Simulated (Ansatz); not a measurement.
Method: DFT, LDA (PW92), plane waves (420 eV) with PAW, scalar-relativistic in Ansatz 0.2.0. The PAW files were generated under PBE, with cores re-solved for the functional.

An element in the simple cubic structure gives this curve. The cell is scaled uniformly from the relaxed one, with fractional coordinates and shape fixed. Energies are extrapolated to zero smearing, pressures are those at the given smearing. Magnetic state: spin not included.

```csv
V (Å³/atom),E − E₀ (meV/atom),P (GPa)
5.695,89.0,40.45
5.954,37.1,24.47
6.213,8.8,11.23
6.471,0.0,0.22
6.730,7.5,-8.97
6.989,28.5,-16.61
7.248,60.8,-22.96
```

**Question.** Which element is it?
A. cobalt
B. beryllium
C. boron
D. ruthenium

**Answer.** C. Its fit is V₀ = 6.47 Å³/atom, B₀ = 250 GPa, B₀′ = 3.6.
